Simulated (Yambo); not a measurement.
Yambo run on Rb$_{2}$ScAgF$_{6}$ (space group Fm-3m, No. 225). The wavefunctions are LDA (pw.x of Quantum ESPRESSO, ONCV potentials, scalar-relativistic) ones on a 2×2×2 mesh (45 occupied bands); a = b = c = 6.3541 Å, α = β = γ = 60.00°.

Yambo input:

```
rim_cut
gw0
dyson
el_el_corr
HF_and_locXC
ppa
em1d
RandQpts= 1000000
RandGvec= 1 Ry
EXXRLvcs= 86 Ry
VXCRLvcs= 344 Ry
Chimod= "HARTREE"
% BndsRnXp
 6 | 79 |
%
NGsBlkXp= 7 Ry
% LongDrXp
 1.0 | 1.0 | 1.0 |
%
PPAPntXp= 27.2114 eV
% GbndRnge
 1 | 79 |
%
GTermKind= "none"
DysSolver= "n"
ExtendOut
% QPkrange
 1 | 1 | 45 | 46 |
 2 | 2 | 45 | 45 |
%
```

k points by index: 1 = Γ, 2 = L.

Table of the .qp output:

```
#    K-point    Band    Eo [eV]    E [eV]    E-Eo [eV]    Vxc [eV]    Vnlxc [eV]    Sc|Eo [eV]    Sc|E [eV]    dSc/dw|Eo [eV]    Re(Z)    Im(Z)
#
    1    45    -0.242902    -2.198199    -1.955297    -24.64420    -31.37894    4.295321    4.779442    -6.736228    0.801564    -0.002217
    1    46    2.958100    5.450584    2.492483    -11.09110    -6.144268    -2.093662    -2.454350    -3.937593    0.873587    -0.001056
    2    45    0.000000    -1.970547    -1.970547    -25.00025    -31.88294    4.425906    4.912144    -6.713410    0.802104    -0.002096
```
(The two width columns are left out.) Convergence of these settings isn't established.

Spin-orbit coupling is not included.

Geometry of the Materials Project entry, not relaxed at this level.

The structure is a Materials Project entry; no match was found in the copy of COD used, and its stability was not checked.
